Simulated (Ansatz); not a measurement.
AlGaN2:
```
AlGaN2
1.0
    3.13853     0.00000     0.00000
    0.00000     3.13853     0.00000
    0.00000     0.00000     4.42236
Al Ga N
1 1 2
Direct
  0.50000   0.50000   0.50000
  0.00000   0.00000   0.00000
  0.50000   0.00000   0.73908
  0.00000   0.50000   0.26092
```

x, y and z are the axes in which the lattice vectors are written.

Problem. Give the proper piezoelectric stress tensor with relaxed ions from the program Ansatz at the r²SCAN level (PAW).

Solution. In C/m², rows x, y, z, Voigt columns; mesh uncertainty up to 0.01.
```
 0.00   0.00   0.00   0.00  -0.41   0.00
 0.00   0.00   0.00   0.41   0.00   0.00
-0.45   0.45   0.00   0.00   0.00   0.00
```

The elastic tensor of the same run (GPa):

```
 406  49.8   157   0.0   0.0   0.0
49.8   406   157   0.0   0.0   0.0
 157   157   292   0.0   0.0   0.0
 0.0   0.0   0.0   175   0.0   0.0
 0.0   0.0   0.0   0.0   175   0.0
 0.0   0.0   0.0   0.0   0.0  70.5
```

Problem. Convert to strain constants d = e·S.

Solution. In pC/N:
```
 0.0   0.0   0.0   0.0  -2.3   0.0
 0.0   0.0   0.0   2.3   0.0   0.0
-1.3   1.3   0.0   0.0   0.0   0.0
```

Space group P-4m2. The workflow started from a Materials Project entry (that database holds measured and hypothetical structures alike); the Crystallography Open Database copy checked does not list it. With Al and Ga taken as one species the cell has the higher symmetry F-43m, so it may be an ordered model of a mixed-site phase. Its standing as an ambient phase is unchecked. The r²SCAN relaxation kept the symmetry of its start; of distortions, only those at the zone centre were tested.

Potentials: the later of the program's two PAW sets.
